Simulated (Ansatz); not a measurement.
Input and command of a plane-wave DFT calculation in Ansatz:

```yaml
crystal:
  lattice:
    - [2.7482183437, 0.0, 0.0]
    - [-1.3741091718, 2.3800269008, 0.0]
    - [0.0, 0.0, 4.494066]
  atoms:
    - { symbol: Zn, position: [0.0, 0.0, 0.0] }
    - { symbol: Re, position: [0.33333333, 0.66666667, 0.5] }
basis:
  ecutwfc: 420
kpoints:
  mp_grid: { grid: [24, 24, 12] }
hamiltonian:
  xc: pbe
scf:
  occupations: { method: gaussian, width: 0.1 }
output:
  forces: true
  stress: true
  eigenvalues: true
relax:
  adjacent_minimum: "off"
  f_tol: 0.01
  max_steps: 80
  cell: { stress_tol: 0.05 }
```

```bash
ansatz run input.yaml --threads 1 --pin off --max-ram 2560MiB --backend cpu --events-out ev --progress --plain --runs-dir out
```

Processor: Intel(R) Xeon(R) Processor @ 2.70GHz, 1 thread, on a host shared with other jobs.

Q: Estimate time, memory and problem size.

A: About 2.5 min on 1 thread of Intel(R) Xeon(R) Processor @ 2.70GHz (shared host), peak memory 0.58 GiB. It solves 18 bands at 427 k points (the mesh reduced by the symmetry that the task leaves, which can be less than the crystal's) with about 573 plane waves (on the last cell), in 31 SCF iterations over 5 ionic steps.
